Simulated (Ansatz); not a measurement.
NbC (rock salt, Fm-3m) under volume change, LDA in the plane-wave PAW code Ansatz, scaled uniformly.

```json
[
 {"V (Å³/atom)": "9.869", "E − E(relaxed) (meV/atom)": "107.5", "P (GPa)": "38.26"},
 {"V (Å³/atom)": "10.194", "E − E(relaxed) (meV/atom)": "45.2", "P (GPa)": "23.47"},
 {"V (Å³/atom)": "10.519", "E − E(relaxed) (meV/atom)": "10.7", "P (GPa)": "10.83"},
 {"V (Å³/atom)": "10.845", "E − E(relaxed) (meV/atom)": "0.0", "P (GPa)": "0.00"},
 {"V (Å³/atom)": "11.170", "E − E(relaxed) (meV/atom)": "9.6", "P (GPa)": "-9.26"},
 {"V (Å³/atom)": "11.495", "E − E(relaxed) (meV/atom)": "36.7", "P (GPa)": "-17.19"},
 {"V (Å³/atom)": "11.821", "E − E(relaxed) (meV/atom)": "78.7", "P (GPa)": "-23.96"}
]
```

Question: What does a third-order Birch–Murnaghan fit give for V₀, B₀ and B′?

Answer: V₀ = 10.84 Å³/atom, B₀ = 333 GPa, B′ = 4.2.

The LDA relaxation kept the symmetry of its start; of distortions, only those at the zone centre were tested. The run is not spin-polarised.

Potentials: the later of the program's two PAW sets.
